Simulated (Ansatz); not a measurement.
A distorted cell of As (A7 type, space group R-3m):

```
As
1.0
    1.89202     1.09236     3.36884
   -1.89202     1.09236     3.36884
    0.00000    -2.18472     3.36884
As
2
Direct
  0.23031   0.23031   0.23031
  0.91426   0.75729   0.69984
```

Method: PBE-D3(BJ) (plane waves to 420 eV, PAW, scalar-relativistic; Ansatz, an electronic-structure program). k mesh 9×9×9 (Γ-centred), Fermi-Dirac smearing 0.05 eV. E stands for the smeared free energy. Compression counts positive. With partly filled bands, energies and forces of such displacements shift with the k mesh and the smearing. As was relaxed with its symmetry unable to fall. The PAW data are Ansatz's earlier set.

### Question
What forces act on the atoms (eV/Å, Cartesian)?

### Answer
```
atom      Fx      Fy      Fz
----  ------  ------  ------
As1    1.253   2.481   3.121
As2   -1.253  -2.481  -3.121
```

### Question
Give the stress tensor in GPa and the pressure.

### Answer
```
    4.8     -4.9      4.2
   -4.9     19.4      9.2
    4.2      9.2      8.3
```
The pressure, a third of the trace, is 10.8 GPa.

### Question
In it atom 2 sits (0.297, 0.297, 0.210) Å away from its relaxed site. What is its energy relative to the relaxed cell?

### Answer
771 meV/cell.

(A displaced cell: forces are minus the slopes of the energy, force constants its curvatures, and phonons follow from these.)
